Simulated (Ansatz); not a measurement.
SiB$_{12}$C$_{2}$ in space group R-3m (No. 166; B on 18h, B on 18h, C on 6c, Si on 3b) under volume change, the program Ansatz at the r²SCAN level (PAW), shape and atoms relaxed at each volume.

| V (Å³/atom) | E − E(relaxed) (meV/atom) | P (GPa) |
|---|---|---|
| 7.032 | 49.7 | 24.55 |
| 7.264 | 21.1 | 15.25 |
| 7.496 | 5.0 | 7.11 |
| 7.728 | 0.0 | -0.01 |
| 7.960 | 4.6 | -6.23 |
| 8.192 | 17.7 | -11.68 |
| 8.423 | 38.1 | -16.45 |

Problem. What does a third-order Birch–Murnaghan fit give for V₀, B₀ and B′?

Solution. V₀ = 7.73 Å³/atom, B₀ = 222 GPa, B′ = 3.4.

The start of the workflow was typed in or built on a structure type; neither database checked (COD, Materials Project) lists it. Its standing as an ambient phase is unchecked. Symmetry was held in the r²SCAN relaxation; whether a distortion lowers the energy is not shown.

Potentials: the earlier of the program's two PAW sets.
